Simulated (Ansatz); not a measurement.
WO₃:
```xyz
8
Lattice="2.7020 -2.7079 0.0000 2.7020 2.7079 0.0000 0.0000 0.0000 7.4249" Properties=species:S:1:pos:R:3 pbc="T T T"
W      2.7020    -0.3066     5.5687
W      2.7020     0.3066     1.8562
O      2.7020     0.0000     3.7124
O      2.7020     0.0000     0.0000
O      1.3494    -1.2438     1.8562
O      4.0547     1.2438     5.5687
O      1.3494     1.2438     5.5687
O      4.0547    -1.2438     1.8562
```

Relaxed with LDA. Special points in fractions of this cell's reciprocal vectors: Γ (0.000, 0.000, 0.000); Y (-0.500, 0.500, 0.000); C0 (-0.499, 0.501, 0.000); Σ0 (0.499, 0.499, 0.000); Z (0.000, 0.000, 0.500); A0 (0.499, 0.499, 0.500); E0 (-0.499, 0.501, 0.500); T (-0.500, 0.500, 0.500); S (0.000, 0.500, 0.000); R (0.000, 0.500, 0.500).

Q: List the band energies nearest the valence-band maximum at these points for plane-wave PAW LDA (Ansatz code).

A: In eV from the valence-band maximum; about four levels below and three above (degenerate sets whole), none deeper than 8.9 eV; points with the same levels are listed once.

```csv
k,below,above
Γ,-1.42 -1.39 -1.13 -1.06,1.23 1.32 2.08
Y,-0.17 -0.16 0.00 0.00,4.08 4.28 5.44
Z,-1.55 -1.55 -1.49 -1.49,2.13 2.13 3.14 3.14
A0,-0.54 -0.54 -0.16 -0.16,4.75 4.75 4.84 4.84
S,-1.49 -1.38 -1.08 -0.01,1.30 4.18 4.39
R,-1.77 -1.77 -0.54 -0.54,3.23 3.23 4.42 4.42
```

Space group Cmcm. The first step of the workflow began from a Materials Project structure, measured or hypothetical; the Crystallography Open Database copy checked does not list it. COD files the formula under space group No. 2, 14, 62, 129, 130, 191, so this cell is another polymorph or a model. Its standing as an ambient phase is unchecked. The LDA relaxation kept the symmetry of its start; phonons on a q-mesh show weakly imaginary modes. No spin polarisation was allowed. No Hubbard U is applied. Spin–orbit coupling is left out wherever it is not named.

Potentials: the later of the program's two PAW sets.
